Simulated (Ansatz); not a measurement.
Cells of TiB₂ relaxed with r2SCAN (plane waves to 500 eV, PAW, scalar-relativistic; Ansatz, a quantum-chemistry and plane-wave program), each with a space-group label. One label is wrong.

**A**, labelled P6/mmm (No. 191)
```
CELL_PARAMETERS angstrom
      3.02470     0.00000     0.00000
     -1.51235     2.61947     0.00000
      0.00000     0.00000     3.22265
ATOMIC_POSITIONS crystal
  B  0.33333 0.66667 0.50000
  B  0.66667 0.33333 0.50000
  Ti 0.00000 0.00000 0.00000
```

**B**, labelled Fd-3m (No. 227)
```xyz
3
Lattice="-1.6982 2.1218 2.3458 1.6982 -2.1218 2.3458 1.6982 2.1218 -2.3458" Properties=species:S:1:pos:R:3 pbc="T T T"
Ti     0.0000     0.0000     0.0000
B      1.6982     0.0000     1.5517
B      0.0000     2.1218     0.7940
```

**C**, labelled P4/mmm (No. 123)
```
CELL_PARAMETERS angstrom
      2.96065     0.00000     0.00000
      0.00000     2.96065     0.00000
      0.00000     0.00000     3.46700
ATOMIC_POSITIONS crystal
  B  0.00000 0.50000 0.50000
  B  0.50000 0.00000 0.50000
  Ti 0.00000 0.00000 0.00000
```

### Question
Which label is wrong, and what should it be (tolerance 0.01 Å)?

### Answer
B: its symmetry is Immm (No. 71), oI6; a = 3.396 Å, b = 4.244 Å, c = 4.692 Å, α = β = γ = 90.00°.

Each run could gain symmetry but not lose that of its start, so entries can be saddle points. From databases, or of a type measured for this composition: P6/mmm, hP3, AFLOW prototype AB2_hP3_191_a_d (C32, as in AlB2); the others are generated cells (placed on structure types, drawn at random, substituted or restacked) that were not matched to a known phase here.

No spin polarisation in the result.
